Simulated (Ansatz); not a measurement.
A generated cell, in the space group of a known form (sites not compared), of NaAg2: Fd-3m, origin choice 1 (No. 227), cF24, cubic Laves (MgCu2 type); a = b = c = 7.9204 Å, α = β = γ = 90.00°; Na 8b (0.500, 0.500, 0.500); Ag 16c (0.125, 0.125, 0.125). Computed with r2SCAN (plane waves to 500 eV, PAW, scalar-relativistic; Ansatz, a first-principles code). Element references, the lowest calculated here: Na (P6₃/mmc, not the ambient form), Ag (Fm-3m).

Total energies (eV/atom, σ → 0; comparable only within this code, potentials and settings):

```csv
phase,E (eV/atom)
NaAg2 (Fd-3m),-5565.575
Na (P6₃/mmc),-1488.615
Ag (Fm-3m),-7603.941
```

Task: What is the formation energy of this Fd-3m form of NaAg2 from the elements?

Result: E_f = -5565.575 − [1 × (-1488.615) + 2 × (-7603.941)] / 3 = -0.08 eV/atom (-0.2 eV per formula unit).

A lower structure of this composition may exist.

Static energies, no anion corrections, no zero-point energy. Values are rounded to 0.01 eV/atom. Not shown to be the ambient phase of their composition (a lower form may be missing, and a cell relaxed within its start's symmetry can be a saddle point): NaAg2 (Fd-3m). The compounds carry no spin polarisation.
